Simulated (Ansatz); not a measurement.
NaLiCl2 as one 4-atom ordering (R-3m) on the rocksalt lattice, relaxed with r2SCAN, was run in the plane-wave code Ansatz under altered settings. All numbers are computed, without spin polarisation but where a row says otherwise.

```xyz
4
Lattice="1.8916 1.0921 6.2476 -1.8916 1.0921 6.2476 0.0000 -2.1842 6.2476" Properties=species:S:1:pos:R:3 pbc="T T T"
Li    1.8916    1.0921    6.2476
Na    0.0000    0.0000    9.3715
Cl    0.0000    0.0000    4.8110
Cl    0.0000    0.0000   13.9319
```

The base run's other keys:
```yaml
kpoints:
  mp_grid: { grid: [4, 4, 4] }
hamiltonian:
  xc: hse06
scf:
  occupations: { method: fixed }
  n_extra_bands: 5
```

It takes 12 iterations with 1509 plane waves at 420 eV and 13 k points, and leaves a mean stress of +0.39 GPa. The gap over this mesh is 6.981 eV. It ran on 4 threads of Arm Neoverse N1 (shared host).

Outcomes, with energy and stress as changes against the base:
```
                                 setting    outcome  ΔF (meV/atom)  Δ mean stress (GPa)  gap on the mesh (eV)  iterations  wall time
PBE hybrid, exx coeff 0.4, omega 0.3 1/Å  converged              –                 -0.3                 7.435          14       18 s
               scf.occupations: cold 0.5  converged            0.0                  0.0                 6.981          12       18 s
```
A dash marks a value that wasn't obtained or can't be compared. Stress is positive in compression. The base took 18 s.

- PBE hybrid, exx coeff 0.4, omega 0.3 1/Å. That is 40 % exact exchange, screened with ω = 0.3 1/Å, against HSE06's 25 % screened at 0.208 1/Å. The mean stress moves by -0.3 GPa and the gap on the mesh by +0.453 eV (to 7.435). Totals of different functionals aren't comparable.

Within 1 meV an atom, 0.1 GPa and 0.005 eV of the base stay: scf.occupations: cold 0.5.

The stress of a hybrid is loosely converged in these runs.

The meshes of the hybrids are coarse, so their gaps aren't converged to the digits shown.
